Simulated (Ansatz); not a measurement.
Input:

TiSi2:
```cif
data_Si8Ti4
_chemical_formula_sum 'Si8 Ti4'
_space_group_name_H-M_alt 'Cmcm'
_space_group_IT_number 63
_space_group_name_Hall '-C 2c 2'
_cell_length_a 3.51545
_cell_length_b 13.34297
_cell_length_c 3.55715
_cell_angle_alpha 90.000
_cell_angle_beta 90.000
_cell_angle_gamma 90.000
loop_
_atom_site_label
_atom_site_type_symbol
_atom_site_symmetry_multiplicity
_atom_site_Wyckoff_symbol
_atom_site_fract_x
_atom_site_fract_y
_atom_site_fract_z
_atom_site_occupancy
Si1 Si 4 c 0.00000 0.06009 0.75000 1
Si2 Si 4 c 0.00000 0.25036 0.25000 1
Ti1 Ti 4 c 0.00000 0.60243 0.25000 1
```
(The calculation used a cell of 6 atoms; values per cell refer to that cell.)

This is the PBEsol-relaxed structure.

Problem. All from plane-wave PAW PBEsol (Ansatz code), unless another level is named. Give the electronic character.

Solution. metallic (no gap).

Problem. What about the density of states at the Fermi level?

Solution. 0.25 states/eV per atom (mean over ±0.08 eV).

Problem. Predict the formation energy from the elements (no fitted shifts).

Solution. -0.67 eV/atom.

The cell was relaxed with PBEsol under the symmetry of its start. The run is not spin-polarised. The references are the lowest solids computed at this level, not always the standard phases.

Potentials: the later of the program's two PAW sets.
